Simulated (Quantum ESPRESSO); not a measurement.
## NbHf3O7N (finding a planted mistake in a log)

Computed values, not a measurement. The program is pw.x of Quantum ESPRESSO 7.5 (plane-wave density functional theory). The cell is made up: 12 atoms on a rutile lattice, with randomly drawn elements, strain and displacements, not relaxed. PseudoDojo standard norm-conserving files (v0.5 for PBE, v0.4.1 for LDA and PBEsol) set the functional; there is no spin polarisation, spin-orbit coupling or dispersion term, and the masses in the input are unused placeholders.

The hafnium pseudopotential is less sure than the others, with forces about 3 percent (worst 6) and pressure in oxides about 1.5 GPa (worst 2.7) from a second method in checks, which no rerun with the same files tests.

Intended input:

```
&control calculation='scf', pseudo_dir='./dojo.nc.sr.pbe.v0_5.standard.upf', outdir='./o', disk_io='low', tprnfor=.true., tstress=.true. /
&system ibrav=0, nat=12, ntyp=4, nbnd=54, ecutwfc=84.00895049, nosym=.true., tot_charge=0,
 occupations='smearing', smearing='fd', degauss=0.0018374661
/
&electrons conv_thr=7.350e-09, electron_maxstep=60, /
ATOMIC_SPECIES
Hf 1.0 Hf.upf
N 1.0 N.upf
Nb 1.0 Nb.upf
O 1.0 O.upf
CELL_PARAMETERS angstrom
4.9121 -0.0128 0.0631
-0.0128 4.8709 -0.0119
0.0834 -0.0157 6.5953
ATOMIC_POSITIONS angstrom
Nb 0.0369 0.0236 -0.0028
Hf 2.4368 2.392 1.6915
Hf -0.0801 -0.1337 3.2388
Hf 2.5604 2.3383 5.1212
O 1.4777 1.5127 0.1036
O 3.49 3.3348 0.0554
O 3.9919 0.9659 1.6942
O 1.0654 3.9426 1.6266
O 1.4332 1.5552 3.4404
N 3.378 3.3571 3.2737
O 4.1226 0.8985 4.9428
O 1.1467 3.8493 4.8739
K_POINTS automatic
5 5 4 1 1 1
```

The log is shortened where brackets say so; the opening notice, blank lines, dates and the lines on written files are dropped, and the path of the files is cut. It prints rydbergs, bohrs and kilobars, and counts compression as positive stress. Where no state is partly filled, the Fermi energy that it prints is only some level between the filled and the empty states on the mesh, and need not lie in the true gap.

Log of the intended run:

```
     Program PWSCF v.7.5
     Parallel version (MPI & OpenMP), running on       4 processor cores
     Number of MPI processes:                 4
     Threads/MPI process:                     1
     [start-up lines left out]
     bravais-lattice index     =            0
     lattice parameter (alat)  =       9.2833  a.u.
     unit-cell volume          =    1064.7106 (a.u.)^3
     number of atoms/cell      =           12
     number of atomic types    =            4
     number of electrons       =        96.00
     number of Kohn-Sham states=           54
     kinetic-energy cutoff     =      84.0090  Ry
     charge density cutoff     =     336.0358  Ry
     scf convergence threshold =      7.3E-09
     mixing beta               =       0.7000
     number of iterations used =            8  plain     mixing
     Exchange-correlation= PBE
                           (   1   4   3   4   0   0   0)
     [axes and pseudopotential details left out]
   Cartesian axes
     site n.     atom                  positions (alat units)
         1        Nb     tau(   1) = (   0.0075114   0.0048040  -0.0005700  )
         2        Hf     tau(   2) = (   0.4960385   0.4869189   0.3443242  )
         3        Hf     tau(   3) = (  -0.0163053  -0.0272162   0.6592948  )
         4        Hf     tau(   4) = (   0.5211987   0.4759877   1.0424788  )
         5        O      tau(   5) = (   0.3008027   0.3079274   0.0210890  )
         6        O      tau(   6) = (   0.7104294   0.6788367   0.0112773  )
         7        O      tau(   7) = (   0.8125969   0.1966200   0.3448738  )
         8        O      tau(   8) = (   0.2168743   0.8025613   0.3311130  )
         9        O      tau(   9) = (   0.2917442   0.3165787   0.7003327  )
        10        N      tau(  10) = (   0.6876305   0.6833761   0.6663991  )
        11        O      tau(  11) = (   0.8392024   0.1828999   1.0061634  )
        12        O      tau(  12) = (   0.2334239   0.7835690   0.9921381  )
     number of k points=    50  Fermi-Dirac smearing, width (Ry)=  0.0018
                       cart. coord. in units 2pi/alat
        k(    1) = (   0.0990896   0.1013399   0.0920947), wk =   0.0400000
        k(    2) = (   0.0966983   0.1017886   0.2783390), wk =   0.0400000
     [further k points left out]
     Dense  grid:   110685 G-vectors     FFT dimensions: (  60,  54,  75)
     Estimated max dynamical RAM per process >     338.00 MB
     Estimated total dynamical RAM >       1.24 GB
     Initial potential from superposition of free atoms
     starting charge      95.9921, renormalised to      96.0000
     Starting wfcs are   72 randomized atomic wfcs
     total cpu time spent up to now is        7.6 secs
     per-process dynamical memory:   267.0 Mb
     Self-consistent Calculation
     iteration #  1     ecut=    84.01 Ry     beta= 0.70
     Davidson diagonalization with overlap
     ethr =  1.00E-02,  avg # of iterations =  2.0
     total cpu time spent up to now is       20.9 secs
     total energy              =    -713.13908542 Ry
     estimated scf accuracy    <       6.58935599 Ry
     iteration #  2     ecut=    84.01 Ry     beta= 0.70
     Davidson diagonalization with overlap
     ethr =  6.86E-03,  avg # of iterations =  6.9
     total cpu time spent up to now is       39.9 secs
     total energy              =    -708.65051609 Ry
     estimated scf accuracy    <      54.57321788 Ry
     [iterations 3 to 16 left out]
     iteration # 17     ecut=    84.01 Ry     beta= 0.70
     Davidson diagonalization with overlap
     ethr =  7.63E-11,  avg # of iterations =  4.3
     total cpu time spent up to now is      331.8 secs
     total energy              =    -716.63134063 Ry
     estimated scf accuracy    <       0.00000002 Ry
     iteration # 18     ecut=    84.01 Ry     beta= 0.70
     Davidson diagonalization with overlap
     ethr =  1.70E-11,  avg # of iterations =  4.6
     total cpu time spent up to now is      349.9 secs
     End of self-consistent calculation
     [lines on levels left out]
     the Fermi energy is    10.1035 ev
!    total energy              =    -716.63134064 Ry
     estimated scf accuracy    <          6.8E-09 Ry
     smearing contrib. (-TS)   =      -0.00000111 Ry
     internal energy E=F+TS    =    -716.63133953 Ry
     The total energy is F=E-TS. E is the sum of the following terms:
     one-electron contribution =    -183.50987642 Ry
     hartree contribution      =     138.58368823 Ry
     xc contribution           =    -176.04772594 Ry
     ewald contribution        =    -495.65742540 Ry
     convergence has been achieved in  18 iterations
     Forces acting on atoms (cartesian axes, Ry/au):
     atom    1 type  3   force =     0.00336336   -0.02375861   -0.01702084
     atom    2 type  1   force =     0.01786611    0.02526189    0.18429673
     atom    3 type  1   force =     0.04642329   -0.00347152    0.02160709
     atom    4 type  1   force =    -0.00962801    0.03726794   -0.19709231
     atom    5 type  4   force =    -0.05611991   -0.06898834   -0.03311211
     atom    6 type  4   force =     0.03588951    0.04591605    0.00221862
     atom    7 type  4   force =     0.04072950   -0.05916656   -0.08270613
     atom    8 type  4   force =    -0.06073856    0.04735703   -0.08477196
     atom    9 type  4   force =     0.02981499   -0.02148751   -0.03035071
     atom   10 type  2   force =     0.01430410   -0.01399694    0.02468096
     atom   11 type  4   force =     0.00395475   -0.02539027    0.11304944
     atom   12 type  4   force =    -0.06585913    0.06045685    0.09920122
     Total force =     0.388367     Total SCF correction =     0.000143
     Computing stress (Cartesian axis) and pressure
          total   stress  (Ry/bohr**3)                   (kbar)     P=      -85.59
  -0.00039142  -0.00000058  -0.00013880          -57.58       -0.09      -20.42
  -0.00000058  -0.00033840   0.00011945           -0.09      -49.78       17.57
  -0.00013880   0.00011945  -0.00101577          -20.42       17.57     -149.43
     init_run     :      6.98s CPU      7.38s WALL (       1 calls)
     electrons    :    339.39s CPU    342.36s WALL (       1 calls)
     forces       :      3.05s CPU      3.10s WALL (       1 calls)
     stress       :     10.80s CPU     11.22s WALL (       1 calls)
     [timing details left out]
     PWSCF        :   6m 0.47s CPU   6m 4.47s WALL
     JOB DONE.
```

A second run was made from an input with one planted mistake. Its log:

```
     Program PWSCF v.7.5
     Parallel version (MPI & OpenMP), running on       4 processor cores
     Number of MPI processes:                 4
     Threads/MPI process:                     1
     [start-up lines left out]
     bravais-lattice index     =            0
     lattice parameter (alat)  =       9.2323  a.u.
     unit-cell volume          =    1047.2366 (a.u.)^3
     number of atoms/cell      =           12
     number of atomic types    =            4
     number of electrons       =        96.00
     number of Kohn-Sham states=           54
     kinetic-energy cutoff     =      84.0090  Ry
     charge density cutoff     =     336.0358  Ry
     scf convergence threshold =      7.3E-09
     mixing beta               =       0.7000
     number of iterations used =            8  plain     mixing
     Exchange-correlation= PBE
                           (   1   4   3   4   0   0   0)
     [axes and pseudopotential details left out]
   Cartesian axes
     site n.     atom                  positions (alat units)
         1        Nb     tau(   1) = (   0.0075120   0.0048101  -0.0005731  )
         2        Hf     tau(   2) = (   0.4960373   0.4869082   0.3443236  )
         3        Hf     tau(   3) = (  -0.0163135  -0.0272233   0.6592952  )
         4        Hf     tau(   4) = (   0.5211932   0.4759780   1.0424683  )
         5        O      tau(   5) = (   0.3008073   0.3079304   0.0210827  )
         6        O      tau(   6) = (   0.7104259   0.6788428   0.0112782  )
         7        O      tau(   7) = (   0.8125849   0.1966218   0.3448763  )
         8        O      tau(   8) = (   0.2168653   0.8025553   0.3311213  )
         9        O      tau(   9) = (   0.2917397   0.3165681   0.7003348  )
        10        N      tau(  10) = (   0.6876238   0.6833663   0.6663978  )
        11        O      tau(  11) = (   0.8391942   0.1829079   1.0061569  )
        12        O      tau(  12) = (   0.2334245   0.7835604   0.9921359  )
     number of k points=    50  Fermi-Dirac smearing, width (Ry)=  0.0018
                       cart. coord. in units 2pi/alat
        k(    1) = (   0.0990881   0.1013392   0.0920958), wk =   0.0400000
        k(    2) = (   0.0966950   0.1017866   0.2783415), wk =   0.0400000
     [further k points left out]
     Dense  grid:   108877 G-vectors     FFT dimensions: (  54,  54,  75)
     Estimated max dynamical RAM per process >     331.31 MB
     Estimated total dynamical RAM >       1.22 GB
     Initial potential from superposition of free atoms
     starting charge      95.9921, renormalised to      96.0000
     Starting wfcs are   72 randomized atomic wfcs
     total cpu time spent up to now is        7.1 secs
     per-process dynamical memory:   260.9 Mb
     Self-consistent Calculation
     iteration #  1     ecut=    84.01 Ry     beta= 0.70
     Davidson diagonalization with overlap
     ethr =  1.00E-02,  avg # of iterations =  2.0
     total cpu time spent up to now is       18.5 secs
     total energy              =    -713.19203289 Ry
     estimated scf accuracy    <       6.52918275 Ry
     iteration #  2     ecut=    84.01 Ry     beta= 0.70
     Davidson diagonalization with overlap
     ethr =  6.80E-03,  avg # of iterations =  6.8
     total cpu time spent up to now is       37.0 secs
     total energy              =    -708.71700922 Ry
     estimated scf accuracy    <      53.53474774 Ry
     [iterations 3 to 16 left out]
     iteration # 17     ecut=    84.01 Ry     beta= 0.70
     Davidson diagonalization with overlap
     ethr =  6.80E-11,  avg # of iterations =  4.0
     total cpu time spent up to now is      262.0 secs
     total energy              =    -716.63966090 Ry
     estimated scf accuracy    <       0.00000001 Ry
     iteration # 18     ecut=    84.01 Ry     beta= 0.70
     Davidson diagonalization with overlap
     ethr =  1.36E-11,  avg # of iterations =  4.1
     total cpu time spent up to now is      277.3 secs
     End of self-consistent calculation
     [lines on levels left out]
     the Fermi energy is    10.3629 ev
!    total energy              =    -716.63966090 Ry
     estimated scf accuracy    <          7.0E-09 Ry
     smearing contrib. (-TS)   =      -0.00000065 Ry
     internal energy E=F+TS    =    -716.63966026 Ry
     The total energy is F=E-TS. E is the sum of the following terms:
     one-electron contribution =    -179.55586806 Ry
     hartree contribution      =     137.51261494 Ry
     xc contribution           =    -176.19721763 Ry
     ewald contribution        =    -498.39918950 Ry
     convergence has been achieved in  18 iterations
     Forces acting on atoms (cartesian axes, Ry/au):
     atom    1 type  3   force =     0.00342731   -0.02547022   -0.01871213
     atom    2 type  1   force =     0.01826158    0.02405839    0.18885506
     atom    3 type  1   force =     0.05071527   -0.00263284    0.02214924
     atom    4 type  1   force =    -0.00782400    0.03670746   -0.20339225
     atom    5 type  4   force =    -0.06047341   -0.07232289   -0.03359701
     atom    6 type  4   force =     0.03902137    0.04871104    0.00344801
     atom    7 type  4   force =     0.04119476   -0.05880271   -0.08456381
     atom    8 type  4   force =    -0.06064347    0.04898901   -0.08742568
     atom    9 type  4   force =     0.02758771   -0.02315512   -0.03073443
     atom   10 type  2   force =     0.01277652   -0.01528473    0.02723254
     atom   11 type  4   force =     0.00344970   -0.02383217    0.11616744
     atom   12 type  4   force =    -0.06749335    0.06303477    0.10057302
     Total force =     0.399356     Total SCF correction =     0.000174
     Computing stress (Cartesian axis) and pressure
          total   stress  (Ry/bohr**3)                   (kbar)     P=      -55.01
  -0.00019254   0.00000456  -0.00013592          -28.32        0.67      -19.99
   0.00000456  -0.00014289   0.00013244            0.67      -21.02       19.48
  -0.00013592   0.00013244  -0.00078639          -19.99       19.48     -115.68
     init_run     :      6.51s CPU      6.90s WALL (       1 calls)
     electrons    :    268.68s CPU    270.26s WALL (       1 calls)
     forces       :      2.75s CPU      2.80s WALL (       1 calls)
     stress       :      9.31s CPU      9.62s WALL (       1 calls)
     [timing details left out]
     PWSCF        :   4m47.47s CPU   4m49.93s WALL
     JOB DONE.
```

Question: what was wrong in the second input?

Answer: the cell and the positions are scaled by a wrong factor. The input lines that differ, file-writing options aside:

```
- 4.9121 -0.0128 0.0631
+ 4.8851 -0.0127 0.0628
- -0.0128 4.8709 -0.0119
+ -0.0127 4.8441 -0.0118
- 0.0834 -0.0157 6.5953
+ 0.0829 -0.0156 6.559
- Nb 0.0369 0.0236 -0.0028
+ Nb 0.0367 0.0235 -0.0028
- Hf 2.4368 2.392 1.6915
+ Hf 2.4234 2.3788 1.6822
- Hf -0.0801 -0.1337 3.2388
+ Hf -0.0797 -0.133 3.221
- Hf 2.5604 2.3383 5.1212
+ Hf 2.5463 2.3254 5.093
- O 1.4777 1.5127 0.1036
+ O 1.4696 1.5044 0.103
- O 3.49 3.3348 0.0554
+ O 3.4708 3.3165 0.0551
- O 3.9919 0.9659 1.6942
+ O 3.9699 0.9606 1.6849
- O 1.0654 3.9426 1.6266
+ O 1.0595 3.9209 1.6177
- O 1.4332 1.5552 3.4404
+ O 1.4253 1.5466 3.4215
- N 3.378 3.3571 3.2737
+ N 3.3594 3.3386 3.2557
- O 4.1226 0.8985 4.9428
+ O 4.0999 0.8936 4.9156
- O 1.1467 3.8493 4.8739
+ O 1.1404 3.8281 4.8471
```

```
                                            intended run  run with the mistake
                          free energy (eV)     -9750.266             -9750.379
                    smearing term -TS (eV)        0.0000                0.0000
                            pressure (GPa)         -8.56                 -5.50
            largest force component (eV/Å)         5.067                 5.229
largest change of a force component (eV/Å)                               0.162
                                iterations            18                    18
```

For scale, a rerun of the intended cell at 1467 eV and a 7 x 7 x 6 mesh moved values by no more than 0.004 eV in energy, 0.03 GPa in stress and 0.003 eV/Å in force.